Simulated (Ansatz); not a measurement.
ZnCdS2:
```
ZnCdS2
1.0
    3.88306     0.00000     0.00000
    0.00000     3.88306     0.00000
    0.00000     0.00000     5.58922
Zn Cd S
1 1 2
Cartesian
  0.00000   0.00000   2.79461
  1.94153   1.94153   0.00000
  1.94153   0.00000   1.54019
  0.00000   1.94153   4.04903
```

Relaxed with LDA.

**Question.** Give the optical modes at the zone centre with their infrared and Raman activity from DFPT, DFT-LDA in the program Ansatz with PAW potentials.

**Answer.** Transverse frequencies, without the LO–TO term; a row sums one degenerate level.

| ω (cm⁻¹) | degeneracy | IR ((D/Å)²/amu) | Raman (Å⁴/amu) | activity | symmetry |
|---|---|---|---|---|---|
| 70 | 2 | 0.03 | 7.4 | IR+Raman | E |
| 184 | 1 | 0.09 | 0.081 | IR+Raman | B2 |
| 260 | 2 | 14.96 | 3.7 | IR+Raman | E |
| 272 | 1 | 7.95 | 2.3 | IR+Raman | B2 |
| 304 | 2 | 1.53 | 22 | IR+Raman | E |
| 316 | 1 | 0.00 | 47 | Raman | A1 |

**Question.** How high does the top mode go among those that the LO–TO term moves?

**Answer.** 325 cm⁻¹ for q along x, 325 cm⁻¹ for q along y, 324 cm⁻¹ for q along z.

Space group P-4m2. The first step of the workflow began from a Materials Project structure, measured or hypothetical; the Crystallography Open Database copy checked does not list it. Its standing as an ambient phase is unchecked. The LDA relaxation kept the symmetry of its start; of distortions, only those at the zone centre were tested.

Potentials: the later of the program's two PAW sets.
